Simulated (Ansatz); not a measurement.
GePd₂:
```xyz
9
Lattice="6.7039 0.0000 0.0000 -3.3520 5.8058 0.0000 0.0000 0.0000 3.4751" Properties=species:S:1:pos:R:3 pbc="T T T"
Ge     3.3520     1.9353     0.0000
Ge     0.0000     3.8705     0.0000
Ge     0.0000     0.0000     1.7376
Pd     4.0750     0.0000     1.7376
Pd     1.3145     2.2767     1.7376
Pd    -2.0375     3.5291     1.7376
Pd    -0.8997     1.5583     0.0000
Pd     1.7994     0.0000     0.0000
Pd     2.4523     4.2475     0.0000
```

Relaxed with r²SCAN. Special points in fractions of this cell's reciprocal vectors: Γ (0.000, 0.000, 0.000); M (0.500, 0.000, 0.000); K (0.333, 0.333, 0.000); A (0.000, 0.000, 0.500); L (0.500, 0.000, 0.500); H (0.333, 0.333, 0.500).

Q: List the band energies nearest the Fermi level at these points for the program Ansatz at the r²SCAN level (PAW).

A: In eV from the Fermi level; about four levels below and three above (degenerate sets whole), none deeper than 8.9 eV; points with the same levels are listed once.

```json
[
 {"k": "Γ", "below": "-1.62 -1.62 -1.47 -1.47", "above": "1.11 3.94 4.48 4.48"},
 {"k": "M", "below": "-1.51 -1.40 -0.75 -0.40", "above": "0.51 1.54 1.76"},
 {"k": "K", "below": "-1.40 -1.40 -1.28 -1.28 -0.88", "above": "1.42 1.78 1.78"},
 {"k": "A", "below": "-2.08 -2.08 -1.83 -0.85 -0.85", "above": "0.13 0.13 0.27"},
 {"k": "L", "below": "-1.61 -1.61 -1.29 -1.29 -1.28", "above": "1.00 1.50 2.28"},
 {"k": "H", "below": "-1.44 -1.44 -1.42 -1.42", "above": "1.59 1.89 1.89"}
]
```

Space group P-62m. The first step of the workflow began from a Materials Project structure, measured or hypothetical; the Crystallography Open Database copy checked does not list it. Its standing as an ambient phase is unchecked. The r²SCAN relaxation kept the symmetry of its start; whether a distortion lowers the energy is not shown. The run is not spin-polarised. Spin–orbit coupling is left out wherever it is not named.

Potentials: the later of the program's two PAW sets.
